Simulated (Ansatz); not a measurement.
NbBr3 (ReO3-type structure)

Level of theory: DFT, PBE, scalar-relativistic, collinear spin; plane waves to 420 eV with PAW datasets (Ansatz 0.2.0), Γ-centred 6×6×6 mesh, 0.05 eV Gaussian smearing; PAW files: Ansatz's generated set soft_2.

```
Nb Br
1.0
     5.25001    0.00000    0.00000
     0.00000    5.25001    0.00000
     0.00000    0.00000    5.25001
Nb Br
1 3
Direct
  0.00000 0.00000 0.00000
  0.50000 0.00000 0.00000
  0.00000 0.00000 0.50000
  0.00000 0.50000 0.00000
```

This is a trial structure made by placing the elements on a prototype's sites, so it needn't be the stable form. The ideal cubic cell shuts out tilts of the octahedra, which such structures often take.

The geometry is fixed. Moments are started on Nb in several ways. q is the propagation vector of an order in a doubled cell, in units of this cell's reciprocal vectors; doubled cells take an equivalent mesh or are counted from a ferromagnetic run in the same cell, unless said otherwise. Energies count from the first row, the state in which the cell was relaxed.

The starts:
- ferromagnetic
- no spin polarisation
- antiparallel, q = (0, 0, 1/2)
- antiparallel, q = (0, 1/2, 1/2)
- antiparallel, q = (1/2, 1/2, 1/2)
- small parallel moments

(1) Which start ends lowest, and how far above it lies the solution without spin polarisation?

Answer:

(1) Lowest: antiparallel, q = (0, 1/2, 1/2). Without spin polarisation the energy is 33 meV/atom higher.

```tsv
start	largest typed moment (μB)	ΔE (meV/atom)	gap on the mesh (eV)	P (GPa)	final spin moments (μB)
ferromagnetic	1.33	0.0	metal	0.0	Nb 1.21
no spin polarisation	0.00	11.0	metal	-1.4	none
antiparallel, q = (0, 0, 1/2)	2.00	-15.2	metal	-0.3	Nb 1.14, -1.14
antiparallel, q = (0, 1/2, 1/2)	2.00	-22.2	metal	-0.6	Nb 1.07, -1.07
antiparallel, q = (1/2, 1/2, 1/2)	2.00	-17.0	metal	-0.8	Nb 1.01, -1.01
small parallel moments	0.50	0.0	metal	0.0	Nb 1.21
```

The program warned that a state may lie lower still than the lowest row, perhaps of another order.

The program noted a lower state or an instability beside: antiparallel, q = (0, 0, 1/2). The lower rows of the table may be what it saw.

Only orders that fit these small cells were tried, so the real crystal's order may be another.

Site moments are of spin, integrated over atomic spheres. Compounds of this kind are often insulators, so the metal found may come from the functional, which lacks a U or exact exchange, or from the structure.

The state of the open shells isn't shown to be the lowest.
